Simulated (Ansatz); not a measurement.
Calculated with Ansatz: KLuB2O6, relaxation

The input file (Ansatz 0.2.0, plane waves):

```yaml
crystal:
  lattice:
    - [2.573767, 4.457894, 0.0]
    - [-2.573767, 4.457894, 0.0]
    - [-2.573767, 1.485961, 5.599661]
  atoms:
    - { symbol: K, position: [0.0, 0.0, 0.0] }
    - { symbol: Lu, position: [0.5, 0.0, 0.5] }
    - { symbol: B, position: [0.7658, 0.4684, 0.2974] }
    - { symbol: B, position: [0.2342, 0.5316, 0.7026] }
    - { symbol: O, position: [0.0767, 0.2869, 0.2905] }
    - { symbol: O, position: [0.6364, 0.7862, 0.2905] }
    - { symbol: O, position: [0.5774, 0.3459, 0.2905] }
    - { symbol: O, position: [0.9233, 0.7131, 0.7095] }
    - { symbol: O, position: [0.3636, 0.2138, 0.7095] }
    - { symbol: O, position: [0.4226, 0.6541, 0.7095] }
  symmetry: { tolerance: 0.0003 }
kpoints:
  mp_grid: { grid: [5, 5, 5], shift: [0, 0, 0] }
magnetization:
  spin_polarized: false
scf:
  occupations: { method: fermi_dirac }
  lower_state_search: "off"
hamiltonian:
  pseudopotentials: { kind: paw }
  xc: r2scan
basis:
  ecutwfc: 500
  fft_grid_basis: typed
relax:
  max_steps: 60
output:
  forces: true
  stress: true
  eigenvalues: true
  bader: true
  populations: true
  elf: true
  write_potential: true
  volumetric_format: npy
  dos:
    e_range: [-12, 8]
    de: 0.05
    projected: { site_lists: { B: [B], K: [K], Lu: [Lu], O: [O] } }
checkpoint:
  read: saved_state
```

The command:

```bash
ansatz run input.yaml --threads 2 --pin off --max-ram 3584MiB --backend cpu --events-out ev --progress --plain --runs-dir out
```

Origin of the cell: a known structure type with other elements, at an estimated volume, so it need not be a known compound.

The smearing width isn't typed, so it takes its default of 0.1 eV.

The saved state is a converged single point of the same cell.

Steps:

```
step  ΔF (meV/atom)  max force component (eV/Å)  SCF iterations  step was
   1            0.0                       4.943              10  accepted
   2         -184.1                       1.455              10  accepted
   3         -195.0                       0.836               7  accepted
   4         -201.3                       0.150               7  accepted
   5         -202.4                       0.074               7  accepted
   6         -206.2                       0.140               9  accepted
   7         -207.1                       0.008               8  accepted
   8         -207.1                       0.008               2  accepted
```

The starting structure.

Space group R-3 (No. 148); the run's cell has a = 5.148 Å, b = 5.148 Å, c = 6.339 Å, α = 66.05°, β = 90.00°, γ = 60.00°. Shortest distances: B–O 1.40 Å, Lu–O 1.97 Å, O–O 2.43 Å, K–O 2.92 Å, B–Lu 3.18 Å, B–K 3.41 Å.

After:

Space group R-3 (No. 148); the run's cell has a = 5.148 Å, b = 5.148 Å, c = 6.339 Å, α = 66.05°, β = 90.00°, γ = 60.00°. Shortest distances: B–O 1.35 Å, Lu–O 2.15 Å, O–O 2.34 Å, K–O 2.67 Å, B–Lu 3.24 Å, B–K 3.33 Å.

```
CELL_PARAMETERS angstrom
2.57377 4.45789 0.00000
-2.57377 4.45789 0.00000
-2.57377 1.48596 5.59966
ATOMIC_POSITIONS crystal
K 0.00000 0.00000 0.00000
Lu 0.50000 0.00000 0.50000
B 0.75671 0.48658 0.27013
B 0.24329 0.51342 0.72987
O 0.04677 0.26644 0.27061
O 0.68679 0.77616 0.27061
O 0.53705 0.41618 0.27061
O 0.95323 0.73356 0.72939
O 0.31321 0.22384 0.72939
O 0.46295 0.58382 0.72939
```

- Free energy lowered by: 207.1 meV/atom
- Final pressure: 5.47 GPa
- Relaxation steps listed: 8

Caveats: no spin, though holes on the anions or broken bonds may carry moments; no spin-orbit coupling, though heavy elements are present; the SCF threshold is looser than advised for a stress; the k mesh is coarse if the cell is a metal; the relaxation held the start's symmetry, so the end may be a saddle point.

Time: 2.9 min on 2 threads of Arm Neoverse V1, on a shared host, peak memory 0.91 GiB, from a saved density.
